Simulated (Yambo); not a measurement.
## Optical response of LiBaF₃

```xyz
5
Lattice="3.9886 0.0000 0.0000 0.0000 3.9886 0.0000 0.0000 0.0000 3.9886" Properties=species:S:1:pos:R:3 pbc="T T T"
Li     1.9943     1.9943     1.9943
F      0.0000     1.9943     1.9943
F      1.9943     0.0000     1.9943
F      1.9943     1.9943     0.0000
Ba     0.0000     0.0000     0.0000
```

Yambo, RPA with local fields on PBEsol bands shifted by a G0W0 scissor of 3.23 eV; 10×10×10 mesh, 52 bands, 3 Ry local-field block, 0.2 eV broadening; field along x.

```
E (eV)  Im ε  Re ε  Im ε, independent particles
------  ----  ----  ---------------------------
0.0     0.00  2.24                         0.00
0.4     0.00  2.24                         0.00
0.8     0.00  2.24                         0.00
1.1     0.00  2.25                         0.00
1.5     0.00  2.25                         0.00
1.9     0.00  2.26                         0.00
2.2     0.00  2.27                         0.01
2.6     0.01  2.28                         0.01
3.0     0.01  2.29                         0.01
3.4     0.01  2.30                         0.01
3.8     0.01  2.31                         0.01
4.1     0.01  2.33                         0.01
4.5     0.01  2.35                         0.01
4.9     0.01  2.37                         0.01
5.2     0.01  2.39                         0.01
5.6     0.02  2.42                         0.02
6.0     0.02  2.45                         0.02
6.4     0.02  2.49                         0.02
6.8     0.02  2.53                         0.02
7.1     0.03  2.57                         0.03
7.5     0.03  2.62                         0.03
7.9     0.03  2.68                         0.04
8.2     0.04  2.75                         0.04
8.6     0.05  2.83                         0.05
9.0     0.06  2.93                         0.06
9.4     0.07  3.06                         0.08
9.8     0.10  3.21                         0.10
10.1    0.14  3.42                         0.14
10.5    0.22  3.71                         0.24
10.9    0.49  4.07                         0.52
11.2    0.88  4.43                         0.92
11.6    1.68  4.63                         1.73
12.0    2.34  4.55                         2.41
12.4    3.47  4.15                         3.59
12.8    4.00  2.88                         4.20
13.1    3.57  1.80                         3.74
13.5    2.92  1.45                         3.08
13.9    2.63  1.60                         2.77
14.2    3.07  1.36                         3.18
14.6    2.54  0.75                         2.51
15.0    2.14  0.74                         2.13
15.4    2.02  0.71                         1.96
15.8    1.86  0.55                         1.80
16.1    1.50  0.52                         1.44
16.5    1.26  0.57                         1.24
16.9    1.14  0.71                         1.06
17.2    0.99  0.66                         0.87
17.6    0.76  0.82                         0.66
18.0    0.64  1.01                         0.65
18.4    0.58  1.23                         0.85
18.8    0.63  1.46                         1.20
19.1    0.73  1.60                         1.64
19.5    0.95  1.70                         2.18
19.9    0.98  1.71                         2.41
```

Peak heights and small wiggles depend on the k mesh. Convergence of the RPA response with its 10×10×10 mesh was not tested. The scissor comes from a G0W0 run whose convergence isn't established. No excitonic effects at this level.

The cell is held in this high symmetry; tilts and polar distortions were not searched.

Geometry of the Materials Project entry, not relaxed at this level.

The structure is a Materials Project entry; no match was found in the copy of COD used, and its stability was not checked.
